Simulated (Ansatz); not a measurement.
Input:

Sb2Se3:
```xyz
5
Lattice="4.0431 0.0000 0.0000 -2.0216 3.5014 0.0000 0.0000 0.0000 10.1259" Properties=species:S:1:pos:R:3 pbc="T T T"
Sb     0.0000     2.3343     1.8890
Sb     2.0216     1.1671     8.2369
Se     0.0000     0.0000     0.0000
Se     0.0000     2.3343     6.6964
Se     2.0216     1.1671     3.4295
```

This is the r²SCAN-relaxed structure.

**Question.** All from the program Ansatz at the r²SCAN level (PAW), unless another level is named. Predict the formation energy from the elements (no fitted shifts).

**Answer.** -0.26 eV/atom.

**Question.** And the band gap?

**Answer.** 0.45 eV (smallest direct gap 0.45 eV).

**Question.** Give the electron effective mass with spin–orbit coupling.

**Answer.** 0.11, 0.11, 0.44 mₑ (principal values).

**Question.** Next, the gap with spin–orbit coupling?

**Answer.** 0.35 eV.

**Question.** And the valence-band maximum?

**Answer.** on the Γ–M line, 5 % of the way from Γ.

**Question.** Give the conduction-band minimum.

**Answer.** at Γ.

Space group P-3m1 (La2O3 or Ni2Al3 type). The cell is a constructed one: a structure type filled with these elements; neither database checked (COD, Materials Project) lists it. It is not the phase usual at ambient conditions (space group No. 62). Symmetry was held in the r²SCAN relaxation; whether a distortion lowers the energy is not shown. The references are the lowest solids computed at this level, not always the standard phases. Scalar-relativistic: spin–orbit coupling is off unless named, which matters more the heavier the elements.

Potentials: the earlier of the program's two PAW sets.
